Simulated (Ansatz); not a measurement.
SnRu₃C:
```
SnRu3C
1.0
    4.06751     0.00000     0.00000
    0.00000     4.06751     0.00000
    0.00000     0.00000     4.06751
Sn Ru C
1 3 1
Cartesian
  0.00000   0.00000   0.00000
  0.00000   2.03375   2.03375
  2.03375   0.00000   2.03375
  2.03375   2.03375   0.00000
  2.03375   2.03375   2.03375
```

Relaxed with r²SCAN. Special points in fractions of this cell's reciprocal vectors: Γ (0.000, 0.000, 0.000); X (0.000, 0.500, 0.000); M (0.500, 0.500, 0.000); R (0.500, 0.500, 0.500).

List the band energies nearest the Fermi level at these points for r²SCAN with spin–orbit coupling in the plane-wave PAW code Ansatz.

In eV from the Fermi level; about four levels below and three above (degenerate sets whole), none deeper than 8.9 eV; points with the same levels are listed once.

```tsv
k	below	above
Γ	-0.89 -0.89 -0.89 -0.89	0.77 0.77 1.06 1.06
X	-1.10 -1.10 -0.34 -0.34	1.15 1.15 1.41 1.41
M	-0.56 -0.56 -0.23 -0.23	1.57 1.57 1.71 1.71
R	-0.60 -0.60 -0.60 -0.60	0.79 0.79 0.92 0.92 0.92 0.92
```

Space group Pm-3m (anti-perovskite). The start of the workflow was typed in or built on a structure type; neither database checked (COD, Materials Project) lists it. Its standing as an ambient phase is unchecked. Symmetry was held in the r²SCAN relaxation; its stability against distortions is not shown here. The run is not spin-polarised.

Potentials: the earlier of the program's two PAW sets.
